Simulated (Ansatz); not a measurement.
HfB$_{2}$:
Space group P6/mmm (No. 191); a = b = 3.145 Å, c = 3.487 Å, α = β = 90.00°, γ = 120.00°

```json
[
 {"atom": "Hf", "site": "1a", "symmetry": "6/mmm", "x": "0.0000", "y": "0.0000", "z": "0.0000"},
 {"atom": "B", "site": "2d", "symmetry": "-6m2", "x": "0.3333", "y": "0.6667", "z": "0.5000"}
]
```

Relaxed at zero pressure with DFT-PBE in the program Ansatz with PAW potentials.

Q: The volume is lowered by 9 % and shape and atoms relax at that volume. What pressure results, and how do the axes share the change?

A: 28.1 GPa; a -2.9 %, b -2.9 %, c -3.6 %; the energy rises by 73 meV/atom.

Q: Give the new structure.

A: 
Space group P6/mmm (No. 191); a = b = 3.055 Å, c = 3.363 Å, α = β = 90.00°, γ = 120.00°

```csv
atom,site,symmetry,x,y,z
Hf,1a,6/mmm,0.0000,0.0000,0.0000
B,2d,-6m2,0.3333,0.6667,0.5000
```

The phase is kept; no other phase was compared at this pressure.

Symmetry was held in the PBE relaxation. The run is not spin-polarised. Scalar-relativistic: spin–orbit coupling is off unless named, which matters more the heavier the elements.

Potentials: the later of the program's two PAW sets.
